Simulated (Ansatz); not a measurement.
Task: Each is relaxed and computed with DFT-r²SCAN in the program Ansatz with PAW potentials. Which alone has a direct gap?
(A) V2O5, Pmmn (V on 4e, O on 2a, O on 4e, O on 4e)
(B) Ga2O3, corundum
(C) TiO2, C2/m (Pearson symbol mS24)
(D) Al2O3, corundum

Result: D, Al2O3, corundum. Al2O3: gap 7.15 eV (direct); Ga2O3: gap 3.56 eV (indirect); TiO2: gap 3.20 eV (indirect); V2O5: gap 2.22 eV (indirect). Not the usual ambient phase: TiO2, C2/m (Pearson symbol mS24). Standing as an ambient phase not checked: V2O5, Pmmn (V on 4e, O on 2a, O on 4e, O on 4e). All cells were relaxed under the symmetry of their starts (and spin orders); stability against distortions was not tested throughout. Rows with no word on spin ran without spin polarisation. Spin–orbit coupling is left out wherever it is not named.

Potentials: the earlier of the program's two PAW sets.
